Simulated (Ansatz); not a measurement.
## ¹¹B nuclear quadrupole resonance in SiB6

Cell: a COD entry whose atoms were relaxed with PBE, the cell held.

Space group Pm-3m (No. 221); a = 4.1300 Å.

| site | Wyckoff | site symmetry | x | y | z |
| --- | --- | --- | --- | --- | --- |
| Si | 1a | m-3m | 0.0000 | 0.0000 | 0.0000 |
| B | 6f | 4m.m | 0.2002 | 0.5000 | 0.5000 |

One atom of each set is listed.

Level of theory: DFT, r2SCAN, plane waves and PAW, scalar-relativistic, 500 eV cutoff, Γ-centred 7×7×7 k-points, Fermi–Dirac smearing 0.05 eV (Ansatz 0.2.0).

¹¹B: I = 3/2, Q = 40.59 mb (year-2017 value). Static lattice, zero field.

Problem. Predict the zero-field ¹¹B lines of each site.

Solution. For I = 3/2 there is one line, ν = (|C_Q|/2)(1 + η²/3)^½.

```json
{"site": "B", "atoms": "6", "V_zz (10²¹ V/m²)": "-1.64", "C_Q (MHz)": "-1.61", "η": "0.00", "line frequencies (MHz)": "0.803"}
```

Problem. And for ¹⁰B (I = 3, Q = 84.59 mb) on B?

Solution. C_Q scales with Q to -3.35 MHz, with lines at 0.167, 0.502, 0.836 MHz.

An axis of threefold or higher order runs through B, so V_zz lies along it and η is zero.

With a gap of 0.15 eV under a smearing of 0.05 eV the band edges are partly filled, so small gradients can hang on the smearing and the k-mesh.

Hardware: 1 thread of Arm Neoverse V1 (aarch64; 28 cores open to the job, memory cap 3.0 GiB, no GPU), a shared host with a load of 0.9 a core. Wall time 7.2 s, CPU time 7.2 s, peak memory 0.47 GiB.
